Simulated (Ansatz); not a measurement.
Polymorphs of TaTe, each relaxed with PBE (plane waves, PAW; program Ansatz):

A: CsCl type (Pm-3m)
a = b = c = 3.419 Å, α = β = γ = 90.00°

```tsv
atom	site	symmetry	x	y	z
Ta	1a	m-3m	0.0000	0.0000	0.0000
Te	1b	m-3m	0.5000	0.5000	0.5000
```

B: rock salt (Fm-3m)
a = 5.699 Å, b = 5.699 Å, c = 5.699 Å, α = 90.00°, β = 90.00°, γ = 90.00°

```csv
atom,site,symmetry,x,y,z
Ta,4a,m-3m,0.0000,0.0000,0.0000
Te,4b,m-3m,0.5000,0.5000,0.5000
```

Problem. Order them by energy per atom at 0 K (lowest first) at the level PBE.

Solution. A (+0 meV/atom), B (+603 meV/atom)

Typed or built starts, not in the databases checked: A; B. All cells were relaxed under the symmetry of their starts (and spin orders); stability against distortions was not tested throughout. Rows with no word on spin ran without spin polarisation. Spin–orbit coupling is left out wherever it is not named.

Energies hold the estimated change up to a 700 eV cutoff; steps of a few meV lie near the error of the meshes.

Potentials: the earlier of the program's two PAW sets.
